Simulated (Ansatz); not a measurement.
Generalised stacking fault of TiN (rock salt) on the {100} plane. The cell below holds the perfect crystal with the plane normal along z; tilting its third vector by the shift puts one fault into each cell, between planes 2.12 Å apart, at fixed cell height.

```xyz
6
Lattice="3.0030 0.0000 0.0000 0.0000 3.0030 0.0000 1.5015 1.5015 6.3704" Properties=species:S:1:pos:R:3 pbc="T T T"
N      1.2513     1.2513     5.3086
N      1.2513     1.2513     1.0617
N      2.7528     2.7528     3.1852
Ti     2.7528     2.7528     5.3086
Ti     2.7528     2.7528     1.0617
Ti     1.2513     1.2513     3.1852
```

In-plane vectors a = (3.003, 0.000) Å, b = (0.000, 3.003) Å, area 9.02 Å². The shift is s times the vector a (length 3.003 Å), so s = 1 restores the start. Atoms relax along the normal only. γ = [E(shift) − E(0)] / area.

All values below come from PBE (plane waves to 420 eV, PAW, scalar-relativistic; Ansatz, a first-principles code). k mesh 13×13×13 (Γ-centred), Fermi-Dirac smearing 0.05 eV. E is the zero-smearing estimate. With partly filled bands, the k mesh leaves noise in γ, roughly 0.02 J/m² as judged from a few cases. Faults lie only 6.4 Å apart, and holding the cell height raises γ above its relaxed value. TiN is run without spin polarisation. TiN was relaxed with its symmetry unable to fall. γ is measured from zero shift. The last digit holds for this mesh only.

```json
[
 {"s": "0.000", "γ (J/m²)": "0.00"},
 {"s": "0.083", "γ (J/m²)": "0.24"},
 {"s": "0.167", "γ (J/m²)": "0.88"},
 {"s": "0.250", "γ (J/m²)": "1.70"},
 {"s": "0.333", "γ (J/m²)": "2.46"},
 {"s": "0.417", "γ (J/m²)": "2.96"},
 {"s": "0.500", "γ (J/m²)": "3.13"},
 {"s": "0.583", "γ (J/m²)": "2.96"},
 {"s": "0.667", "γ (J/m²)": "2.46"},
 {"s": "0.750", "γ (J/m²)": "1.70"},
 {"s": "0.833", "γ (J/m²)": "0.88"},
 {"s": "0.917", "γ (J/m²)": "0.24"}
]
```

Task: Does γ have a local minimum between the ends of the line, and at which s?

Result: No computed point is one.

Task: By a periodic cubic spline through the points, what shear stress does the steepest rise of γ from s = 0 correspond to?

Result: 34 GPa. A slope of 1 mJ/m² per Å is 0.01 GPa.

(The slope of γ gives the shear force per area between the displaced halves; near zero shift its curvature is an elastic stiffness.)
